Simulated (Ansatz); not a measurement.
With PBE (plane waves, PAW; program Ansatz), Al in the A15 (β-W type) structure (Pm-3n) relaxes to a = 5.134 Å.

Electronic character: metallic (no gap).

The bulk modulus is 72.6 GPa.

The start of the workflow was typed in or built on a structure type; neither database checked (COD, Materials Project) lists it. It is not the phase usual at ambient conditions (space group No. 225). Symmetry was held in the PBE relaxation; its stability against distortions is not shown here.

Potentials: the later of the program's two PAW sets.
